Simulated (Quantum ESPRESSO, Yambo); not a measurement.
## Levels of theory for the gap of KCaF₃

KCaF3 (cubic perovskite, space group Pm-3m, No. 221): one geometry, one set of PBEsol (Quantum ESPRESSO, PseudoDojo norm-conserving, 84 Ry, scalar-relativistic) orbitals, self-energies from Yambo (4×4×4 Γ-centred k mesh, 133 bands and a 7 Ry block in the screening, 133 bands in G with the Bruneval-Gonze terminator, plasmon pole fitted at 27.2 eV).

The geometry is that of Materials Project entry mp-4950, symmetrised and not relaxed again.

| level | gap R → Γ (eV) | direct gap at Γ (eV) | rough Yambo cost |
|---|---|---|---|
| PBEsol (Quantum ESPRESSO) | 6.06 | 6.24 | – |
| exchange only (Hartree-Fock self-energy on PBEsol orbitals) | 17.99 | 18.12 | about 1/20 (8 states) |
| static COHSEX@PBEsol | 10.94 | 11.13 | within a factor of two (3 states) |
| G0W0@PBEsol, plasmon pole | 9.74 | 9.91 | 1 (8 states) |
| G0W0@PBEsol, multipole fit to 8 frequencies, no terminator | 9.55 | 9.72 | within a factor of two (3 states) |
| G0W0@PBEsol, plasmon pole, no terminator | 9.63 | 9.79 | about 1/10 (3 states, screening reused) |

Bare exchange has no screening and gives the widest gap; static COHSEX screens it but leaves out the frequency dependence, which G0W0 restores.

Costs are rough ratios of core time on shared machines.

Nearest settings tried, and what they do to the gap: 65 bands in W: +131 meV; 6 Ry block (171 vectors against 203): +11 meV. Not varied: bands in G, mesh. So the settings aren't converged at that level.

The cell is held in this high symmetry; tilts and polar distortions were not searched.

The structure is a Materials Project entry; no match was found in the copy of COD used, and its stability was not checked.
